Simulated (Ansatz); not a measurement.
**Kick test of a cell of YZr3**

The structure comes from a generated guess, relaxed at this level; another structure or a mixture of phases may lie lower.

These are results of DFT PBE, scalar-relativistic, plane waves, PAW (Ansatz), not measurements. Cutoff 420 eV; k points 14×14×6 on the computed 4-atom cell (Γ-centred); Gaussian smearing, width 0.10 eV; no spin polarisation.

The cell below (4 atoms, space group P4/mmm (No. 123)) is relaxed within its symmetry.

```
Y Zr
1.0
     3.21247    0.00000    0.00000
     0.00000    3.21247    0.00000
     0.00000    0.00000    9.79866
Y Zr
1 3
Direct
  0.00000 0.00000 0.00000
  0.50000 0.50000 0.72648
  0.00000 0.00000 0.50000
  0.50000 0.50000 0.27352
```

For the test a repeat of it with 8 atoms (edges 3.21, 6.42, 9.80 Å) was strained at random (σ = 1.5 % a component), the atoms were moved at random (σ = 0.15 Å), and all was relaxed again on a coarse 6×4×2 mesh (in the run’s order of axes) with 0.20 eV smearing, with no symmetry imposed.

Question: What happens?

Answer: It returns, within 2 meV/atom of the unmoved cell on that mesh and with the same symmetry when read at 0.1 Å (P2/m at 0.01 Å, so small strains and shifts remain). So it is stable against the distortions that fit this cell and that this random move excites. Modes that don't fit the cell aren't tested.
